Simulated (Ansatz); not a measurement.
# Relaxing TaSb in the zincblende structure

Computed with Ansatz (plane waves, PAW, 500 eV cutoff): r²SCAN, scalar-relativistic, no spin polarisation, 10×10×10 k-mesh, Gaussian smearing of 0.05 eV. The datasets are Ansatz's generated set soft_2.

The structure was built from a prototype; whether the compound forms in it isn't claimed.

Starting cell:

```
Ta Sb
1.0
     0.00000    2.78323    2.78323
     2.78323    0.00000    2.78323
     2.78323    2.78323    0.00000
Ta Sb
1 1
Direct
  0.00000 0.00000 0.00000
  0.25000 0.25000 0.25000
```

The first steps of the search for zero pressure:

```
run        level  k-mesh        kind  V (Å³/atom)  P (GPa)  gap on the mesh (eV)
  1  PBE, 420 eV   6×6×6  fixed cell        21.56     57.5                 metal
```

(1) At which volume does r²SCAN reach zero pressure?

Answer:

(1) 30.49 Å³/atom, about 41.4 % over the start.

The steps that followed:

```
run        level    k-mesh        kind  V (Å³/atom)  P (GPa)  E − E(final) (meV/atom)  gap on the mesh (eV)
  2  PBE, 420 eV     6×6×6  fixed cell        24.15     31.3                        –                 metal
  3  PBE, 420 eV     6×6×6  fixed cell        27.04     13.6                        –                 metal
  4  PBE, 420 eV     6×6×6  fixed cell        30.29      1.9                        –                 metal
  5  PBE, 420 eV     6×6×6  fixed cell        31.05     -0.1                        –                 metal
  6       r²SCAN  10×10×10  fixed cell        31.05     -1.4                      2.6                 metal
  7       r²SCAN  10×10×10  fixed cell        30.76     -0.7                      0.6                 metal
  8       r²SCAN  10×10×10  fixed cell        30.49      0.0                      0.0                 metal
```

The final structure (symmetry read at 0.01 Å). Symmetry: F-43m, No. 216, cubic system. The conventional cell has a = 6.248 Å, b = 6.248 Å, c = 6.248 Å, α = 90.00°, β = 90.00°, γ = 90.00°. Ta (site symmetry -43m) is surrounded by 4 Sb at 2.71 Å. Around Sb (site symmetry -43m) lie 4 Ta at 2.71 Å. (Shells end 15 % past the nearest neighbour.)

At the final geometry the gap, band path included, is zero (metallic). The equation of state gives B0 = 81 GPa and B0′ = 4.2. Against the elements' standard states, run alike and uncorrected, the formation energy is 1.15 eV/atom, so this structure is unstable against them at this level. The runs in the table took roughly 0.7 core-minutes.

Scalar-relativistic only: spin–orbit splittings of the heavy atoms' levels are missing.
